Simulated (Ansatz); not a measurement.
B:
```yaml
crystal:
  lattice:
    - [0.00000, 2.02556, 2.02556]
    - [2.02556, 0.00000, 2.02556]
    - [2.02556, 2.02556, 0.00000]
  atoms:
    - { symbol: B, position: [0.00000, 0.00000, 0.00000] }
    - { symbol: B, position: [0.25000, 0.25000, 0.25000] }
```

Relaxed with PBE. Special points in fractions of this cell's reciprocal vectors: Γ (0.000, 0.000, 0.000); X (0.500, 0.000, 0.500); U (0.625, 0.250, 0.625); K (0.375, 0.375, 0.750); L (0.500, 0.500, 0.500); W (0.500, 0.250, 0.750).

Q: List the band energies nearest the Fermi level at these points for PBE in the plane-wave PAW code Ansatz.

A: In eV from the Fermi level; about four levels below and three above (degenerate sets whole), none deeper than 8.9 eV; … stands for higher levels left out; points with the same levels are listed once.

| k | below | above |
|---|---|---|
| Γ | – | 4.02 4.02 4.02 |
| X | -5.97 -5.97 -1.29 -1.29 | … |
| U | -5.90 -5.17 -3.98 -0.51 | 7.91 … |
| L | -8.05 -7.01 | 1.69 1.69 … |
| W | -5.14 -5.14 -3.15 -3.15 | … |

Space group Fd-3m (diamond). The start of the workflow was typed in or built on a structure type; neither database checked (COD, Materials Project) lists it. It is not the phase usual at ambient conditions (space group No. 166). Symmetry was held in the PBE relaxation; whether a distortion lowers the energy is not shown.

Potentials: the later of the program's two PAW sets.
